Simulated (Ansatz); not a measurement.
Input and command of a plane-wave DFT calculation in Ansatz:

```yaml
crystal:
  lattice:
    - [2.2673427637, 1.309050955, 3.8817322846]
    - [-2.2673427637, 1.309050955, 3.8817322846]
    - [0.0, -2.6181019099, 3.8817322846]
  atoms:
    - { symbol: Bi, position: [0.2371283434, 0.2371283434, 0.2371283434] }
    - { symbol: Bi, position: [0.7628716566, 0.7628716566, 0.7628716566] }
basis:
  ecutwfc: 420
kpoints:
  mp_grid: { grid: [12, 12, 12] }
  band_path:
    path:
      - [[0.0, 0.0, 0.0], [0.5, 0.5, 0.5], [0.75751562, 0.24248438, 0.5]]
      - [[0.5, -0.24248438, 0.24248438], [0.5, 0.0, 0.0], [0.0, 0.0, 0.0], [0.37124219, -0.37124219, 0.0]]
      - [[0.62875781, 0.0, 0.37124219], [0.5, 0.0, 0.5], [0.0, 0.0, 0.0]]
    npoints: 14
hamiltonian:
  xc: pbe
  dispersion: d3bj
scf:
  occupations: { method: gaussian, width: 0.1 }
  n_extra_bands: 6
output:
  forces: true
  stress: true
  eigenvalues: true
  populations: true
  dos: { projected: true, de: 0.02, nscf_kmesh: { grid: [18, 18, 18] } }
  bader: true
  write_density: true
  write_potential: true
  elf: true
  volumetric_format: npy
```

```bash
ansatz run input.yaml --threads 1 --pin off --max-ram 2560MiB --backend cpu --events-out ev --progress --plain --runs-dir out
```

Processor: Intel(R) Xeon(R) 6975P-C (Granite Rapids), 1 thread, on a host shared with other jobs.

Q: Estimate time, memory and problem size.

A: About 35 s on 1 thread of Intel(R) Xeon(R) 6975P-C (Granite Rapids) (shared host), peak memory 0.76 GiB. It solves 21 bands at 189 k points (the mesh reduced by the symmetry that the task leaves, which can be less than the crystal's) with about 1333 plane waves, in 6 SCF iterations.
